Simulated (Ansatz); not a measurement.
Values for one crystal, relaxed and computed with plane-wave PAW LDA (Ansatz code); other levels are named.

```yaml
volume_per_atom: 24.05 Å³
electronic_character: metallic (no gap)
Density of states at the Fermi level: 0.36 states/eV per atom (mean over ±0.08 eV)
Formation energy from the elements (no fitted shifts): -0.27 eV/atom
```

**Question.** Which compound is it?
A) SnSb, rock salt
B) NiS, R3m (Ni on 9b, S on 9b)
C) Cd2TeS, P3m1 (Cd on 1c, Cd on 1a, Te on 1a, S on 1c)
D) Te2Mo, P2_1/m (Pearson symbol mP12)

**Answer.** D, Te2Mo, P2_1/m (Pearson symbol mP12)

The workflow started from an entry of the Crystallography Open Database (COD), which files this formula under 2 space groups. It is not the phase usual at ambient conditions (space group No. 194). The cell was relaxed with LDA under the symmetry of its start; its stability against distortions is not shown here. The run is not spin-polarised. A crystal of weakly bound layers computed without a dispersion correction: the cell and the soft elastic constants depend strongly on that. The references are the lowest solids computed at this level, not always the standard phases. Scalar-relativistic: spin–orbit coupling is off unless named, which matters more the heavier the elements.

Potentials: the later of the program's two PAW sets.
